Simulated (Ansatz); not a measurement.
HfO2 (fluorite)

```
CELL_PARAMETERS angstrom
      0.00000     5.04380     5.04380
      2.52190     0.00000     2.52190
      2.52190     2.52190     0.00000
ATOMIC_POSITIONS crystal
  Hf 0.00000 0.00000 0.00000
  Hf 0.50000 0.00000 0.00000
  O  0.12500 0.25000 0.25000
  O  0.62500 0.25000 0.25000
  O  0.37500 0.75000 0.75000
  O  0.87500 0.75000 0.75000
```

In each cell atom 4 (O, nearest neighbour Hf at 2.184 Å; its periodic images, 3.6 Å or more away, move with it) moves by s·(0.577, 0.577, 0.577) (along Cartesian [111]), the rest being held.

Level of theory: PBEsol (plane waves to 420 eV, PAW, scalar-relativistic; Ansatz, a program for electronic structure). k mesh 9×9×9 (Γ-centred), Fermi-Dirac smearing 0.05 eV. E stands for the smeared free energy. HfO2 is run without spin polarisation. HfO2 was relaxed with its symmetry unable to fall. Spin-orbit coupling is left out, though Hf is heavy. This is a high-temperature form of HfO2. The zero of ΔE is the undisplaced structure.

Successive frames, forces in eV/Å:

```json
[
 {"frame": "s = -0.044 Å", "ΔE (meV/cell)": "12", "F on Hf1": "(-0.046, 0.008, 0.008)", "F on Hf2": "(-0.042, -0.094, -0.094)", "F on O3": "(0.004, -0.036, -0.036)", "F on O4": "(0.304, 0.343, 0.343)", "F on O5": "(-0.145, -0.152, -0.152)", "F on O6": "(-0.075, -0.068, -0.068)"},
 {"frame": "s = 0.000 Å", "ΔE (meV/cell)": "0", "F on Hf1": "(0.000, 0.000, 0.000)", "F on Hf2": "(0.000, 0.000, 0.000)", "F on O3": "(0.000, 0.000, 0.000)", "F on O4": "(0.000, 0.000, 0.000)", "F on O5": "(0.000, 0.000, 0.000)", "F on O6": "(0.000, 0.000, 0.000)"},
 {"frame": "s = 0.044 Å", "ΔE (meV/cell)": "11", "F on Hf1": "(0.036, -0.002, -0.002)", "F on Hf2": "(0.019, 0.058, 0.058)", "F on O3": "(-0.003, 0.036, 0.036)", "F on O4": "(-0.265, -0.304, -0.304)", "F on O5": "(0.148, 0.143, 0.143)", "F on O6": "(0.064, 0.069, 0.069)"}
]
```

**Question.** What are the energy and the forces in the next frame, s = 0.088 Å?

**Answer.** ΔE (meV/cell) = 44.

```csv
atom,Fx,Fy,Fz
Hf1,0.063,0.002,0.002
Hf2,0.020,0.086,0.086
O3,-0.005,0.071,0.071
O4,-0.497,-0.575,-0.575
O5,0.299,0.277,0.277
O6,0.119,0.140,0.140
```

(For displaced atoms, the force is minus the slope of the energy, and its curvature is a force constant, which sets phonon frequencies.)
